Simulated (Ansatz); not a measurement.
SnRu₃C:
Space group Pm-3m (No. 221); a = 4.068 Å, b = 4.068 Å, c = 4.068 Å, α = 90.00°, β = 90.00°, γ = 90.00°

```json
[
 {"atom": "Sn", "site": "1a", "symmetry": "m-3m", "x": "0.0000", "y": "0.0000", "z": "0.0000"},
 {"atom": "Ru", "site": "3c", "symmetry": "4/mm.m", "x": "0.0000", "y": "0.5000", "z": "0.5000"},
 {"atom": "C", "site": "1b", "symmetry": "m-3m", "x": "0.5000", "y": "0.5000", "z": "0.5000"}
]
```

This is the r²SCAN-relaxed structure.

Q: All from r²SCAN in the plane-wave PAW code Ansatz, unless another level is named. Give the Debye temperature from the elastic constants.

A: 512 K.

Q: And the elastic constants (relaxed ions, GPa)?

A: C11 = 505, C12 = 144, C44 = 125.

The start of the workflow was typed in or built on a structure type; neither database checked (COD, Materials Project) lists it. Whether it is the stable phase at ambient conditions was not checked. Symmetry was held in the r²SCAN relaxation; its stability against distortions is not shown here. No spin polarisation was allowed. As this level gives no gap, shear constants depend on the k-mesh and smearing (Fermi–Dirac, 0.1 eV here). Spin–orbit coupling is left out wherever it is not named.

Potentials: the earlier of the program's two PAW sets.
